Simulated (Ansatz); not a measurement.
Formation energy of ZnAg

Computed with Ansatz (plane waves, PAW, 420 eV cutoff): PBEsol, scalar-relativistic, no spin polarisation, 10×10×10 k-mesh, Gaussian smearing of 0.05 eV. The datasets are Ansatz's generated set soft_2.

The chain of runs began from a cell as deposited in COD, expanded in volume.

It takes space group Pm-3m (No. 221, cubic). Conventional cell: a = 3.117 Å, b = 3.117 Å, c = 3.117 Å, α = 90.00°, β = 90.00°, γ = 90.00°. Around Zn (site symmetry m-3m) lie 8 Ag at 2.70 Å. Ag (site symmetry m-3m) is surrounded by 8 Zn at 2.70 Å. (Shells end 15 % past the nearest neighbour.)

The elements were computed in their standard states with the same datasets, cutoff and functional. Total energies depend on the potentials used, so only differences within one code and one set of settings carry meaning.

Energy of the relaxed cell (2 atoms, smearing extrapolated to zero): -10803.278 eV. Elements, in eV/atom: Zn -3280.906, Ag -7522.250.

What is the formation energy?

[-10803.278 − (1 × -3280.906 + 1 × -7522.250)] / 2 = -0.06 eV/atom, or -6 kJ per mole of atoms.

The value is for 0 K, without zero-point energy. A negative value shows stability against the elements alone, not against other compounds or structures.

With 31 valence electrons in the calculation's cell and no magnetic order, the bands, two electrons each, can't all be full or empty: band theory demands a metal. The relaxed cell is 4 % smaller in volume than the cell of this structure in the Crystallography Open Database (15.72 Å³/atom, 1963).
